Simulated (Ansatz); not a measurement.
IrPdN2:
```
CELL_PARAMETERS angstrom
      1.50463     0.86870     6.02945
     -1.50463     0.86870     6.02945
      0.00000    -1.73740     6.02945
ATOMIC_POSITIONS crystal
  Ir 0.50000 0.50000 0.50000
  Pd 0.00000 0.00000 0.00000
  N  0.89133 0.89133 0.89133
  N  0.10867 0.10867 0.10867
```

Relaxed with PBEsol.

Task: Decompose the optical modes at the zone centre into irreducible representations, and say which are infrared and Raman allowed.

Result: Point group -3m: Γ_opt = A1g + 2A2u + Eg + 2Eu. Infrared: A2u, Eu. Raman: A1g, Eg.

Task: Assign frequencies (DFPT, PBEsol in the plane-wave PAW code Ansatz).

Result: Eu 98, Eu 196, A2u 197, Eg 444, A2u 543, A1g 683 cm⁻¹.

Space group R-3m. The start of the workflow was typed in or built on a structure type; neither database checked (COD, Materials Project) lists it. Its standing as an ambient phase is unchecked. The cell was relaxed with PBEsol under the symmetry of its start; whether a distortion lowers the energy is not shown. The workflow began spin-polarised and lost its moments. Its formation energy is positive at this level, so the cell may be metastable or incomplete. As this level gives no gap, phonon frequencies hold no LO–TO term and depend on the k-mesh and smearing (Fermi–Dirac, 0.1 eV here). Spin–orbit coupling is left out wherever it is not named.

Potentials: the earlier of the program's two PAW sets. The files were generated under PBE; for other functionals the program regenerates the frozen cores, and for LDA and PBEsol the local potential too.
